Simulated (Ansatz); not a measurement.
MoP:
```
CELL_PARAMETERS angstrom
      3.00276     0.00000     0.00000
      0.00000     3.00276     0.00000
      0.00000     0.00000     3.00276
ATOMIC_POSITIONS crystal
  Mo 0.00000 0.00000 0.00000
  P  0.50000 0.50000 0.50000
```

Relaxed with PBE. Special points in fractions of this cell's reciprocal vectors: Γ (0.000, 0.000, 0.000); X (0.000, 0.500, 0.000); M (0.500, 0.500, 0.000); R (0.500, 0.500, 0.500).

**Question.** List the band energies nearest the Fermi level at these points for PBE in the plane-wave PAW code Ansatz.

**Answer.** In eV from the Fermi level; about four levels below and three above (degenerate sets whole), none deeper than 8.9 eV; points with the same levels are listed once.

```tsv
k	below	above
Γ	-3.90 -3.90	0.32 0.32 0.32
X	-8.14 -2.84 -2.84 -2.71	1.58 2.97 5.04
M	-4.85 -4.85 -3.27 -0.89 -0.89	2.18 2.42 3.07
R	-7.92 -7.10 -7.10 -7.10	3.21 3.21 3.53 3.53 3.53
```

Space group Pm-3m (CsCl type). The cell is a constructed one: a structure type filled with these elements; neither database checked (COD, Materials Project) lists it. COD files the formula under space group No. 187, so this cell is another polymorph or a model. Its standing as an ambient phase is unchecked. The PBE relaxation kept the symmetry of its start; whether a distortion lowers the energy is not shown. No spin polarisation was allowed. Scalar-relativistic: spin–orbit coupling is off unless named, which matters more the heavier the elements.

Potentials: the later of the program's two PAW sets.
